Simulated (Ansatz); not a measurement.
**KF with Ba replacing K: gradients before and after relaxing the atoms**

Start: a supercell of KF (rock salt type, Fm-3m) built from a computed structure from the Materials Project (it need not be an observed phase), with all atoms left at the host's positions.

```cif
data_K26BaF27
_symmetry_space_group_name_H-M 'Fm-3m'
_symmetry_Int_Tables_number 225
_cell_length_a 15.9265
_cell_length_b 15.9265
_cell_length_c 15.9265
_cell_angle_alpha 90.000
_cell_angle_beta 90.000
_cell_angle_gamma 90.000
loop_
_atom_site_label
_atom_site_type_symbol
_atom_site_symmetry_multiplicity
_atom_site_Wyckoff_symbol
_atom_site_fract_x
_atom_site_fract_y
_atom_site_fract_z
Ba Ba 4 a 0.0000 0.0000 0.0000
K2 K 48 h 0.1667 0.1667 0.0000
K5 K 32 f 0.3333 0.1667 0.1667
K15 K 24 e 0.5000 0.5000 0.3333
F28 F 32 f 0.1667 0.1667 0.1667
F30 F 24 e 0.5000 0.5000 0.1667
F32 F 48 i 0.5000 0.3333 0.3333
F41 F 4 b 0.5000 0.5000 0.5000
```

One atom of each set is listed; the run and its k-mesh use a cell of 54 atoms with edges of 11.26, 11.26, 11.26 Å.

Method: Kohn–Sham DFT in Ansatz, PBE, plane waves and PAW, scalar-relativistic, 420 eV cutoff, Γ-centred 2×2×2 k-points, Fermi–Dirac smearing 0.01 eV, cell charge +1.

The largest force at the start is 0.65 eV/Å. Relaxing the ions at fixed cell moves them by 0.084 Å at most (atom 30, F) and 0.046 Å rms.

| site | moved (Å) | first shell before | first shell after | V_zz before (10²¹ V/m²) | η before |
| --- | --- | --- | --- | --- | --- |
| Ba | 0.000 | 6 F at 2.65 Å | 6 F at 2.57 Å | 0.00 | – |
| K2 | 0.075 | 6 F at 2.65 Å | 6 F at 2.61–2.71 Å | 0.64 | 0.58 |
| K5 | 0.004 | 6 F at 2.65 Å | 6 F at 2.66–2.67 Å | -0.066 | 0.00 |
| K15 | 0.010 | 6 F at 2.65 Å | 6 F at 2.64–2.75 Å | 0.42 | 0.00 |
| F28 | 0.024 | 6 K at 2.65 Å | 6 K at 2.64–2.67 Å | 0.29 | 0.00 |
| F30 | 0.084 | 5 K at 2.65 Å, 1 Ba at 2.65 Å | 1 Ba at 2.57 Å, 5 K at 2.71–2.75 Å | 0.71 | 0.00 |
| F32 | 0.008 | 6 K at 2.65 Å | 6 K at 2.61–2.66 Å | 0.23 | 0.72 |

Problem. How do the gradients change?

Solution. 

```csv
site,V_zz after,η after,change of V_zz
Ba,0.00,–,0.00
K2,-0.50,0.52,–
K5,-0.049,0.00,+0.02
K15,0.66,0.00,+0.24
F28,0.080,0.00,-0.21
F30,-0.066,0.00,-0.77
F32,-0.068,0.15,–
```

The largest change of V_zz along a kept axis is on F30, from 0.71 to -0.066. V_zz changes sign on F30 (same axis). On K2, F32 the largest principal value lies along another axis in the second run, so the two V_zz can't be compared directly. Other sites without a gradient aren't listed.

The defect repeats with the cell of 54 atoms, so it feels its images: sites between two images don't show the values beside a lone defect, and zeros or small values of η there can come from the images' arrangement. A uniform background compensates the cell's charge. Without spin–orbit coupling (the program notes it for Ba) the gradients are little affected as a rule: paired runs on crystals with a gap mostly move them by under 2 % at such atoms.
Before: The neighbours have not yet relaxed around the defect (largest force 0.65 eV/Å), so a real crystal will differ.
After: The relaxation keeps the site symmetry m-3m of the start, so the impurity can't leave its site; a start off the site could end lower.
